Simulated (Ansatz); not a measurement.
GaS:
```yaml
crystal:
  lattice:
    - [1.77324, 1.02378, 7.57717]
    - [-1.77324, 1.02378, 7.57717]
    - [0.00000, -2.04756, 7.57717]
  atoms:
    - { symbol: Ga, position: [0.94709, 0.94709, 0.94709] }
    - { symbol: Ga, position: [0.05291, 0.05291, 0.05291] }
    - { symbol: S, position: [0.23317, 0.23317, 0.23317] }
    - { symbol: S, position: [0.76683, 0.76683, 0.76683] }
```

Relaxed with LDA. Special points in fractions of this cell's reciprocal vectors: Γ (0.000, 0.000, 0.000); T (0.500, 0.500, 0.500); H2 (0.821, 0.179, 0.500); H0 (0.500, -0.179, 0.179); L (0.500, 0.000, 0.000); S0 (0.339, -0.339, 0.000); S2 (0.661, 0.000, 0.339); F (0.500, 0.000, 0.500).

Task: List the band energies nearest the valence-band maximum at these points for LDA (plane waves, PAW; program Ansatz).

Result: In eV from the valence-band maximum; about four levels below and three above (degenerate sets whole), none deeper than 8.9 eV; points with the same levels are listed once.

| k | below | above |
|---|---|---|
| Γ | -1.67 -1.67 -1.62 -1.62 | 2.16 2.96 4.41 4.41 |
| T | -1.75 -1.75 -1.54 -1.54 0.00 | 1.50 2.70 4.55 4.55 |
| H2 | -4.93 -2.91 -2.89 -2.26 | 2.16 2.79 3.31 |
| L | -3.34 -3.00 -2.95 -1.57 | 1.46 2.36 2.57 |
| S0 | -4.94 -2.96 -2.89 -2.19 | 2.25 2.63 3.36 |
| F | -3.32 -3.19 -2.74 -2.10 | 1.40 2.35 2.46 |

Space group R-3m. The workflow started from a Materials Project entry (that database holds measured and hypothetical structures alike); the Crystallography Open Database copy checked does not list it. COD files the formula under space group No. 194. Its standing as an ambient phase is unchecked. The LDA relaxation kept the symmetry of its start; its stability against distortions is not shown here. A crystal of weakly bound layers computed without a dispersion correction: the cell and the soft elastic constants depend strongly on that. Spin–orbit coupling is left out wherever it is not named.

Potentials: the later of the program's two PAW sets.
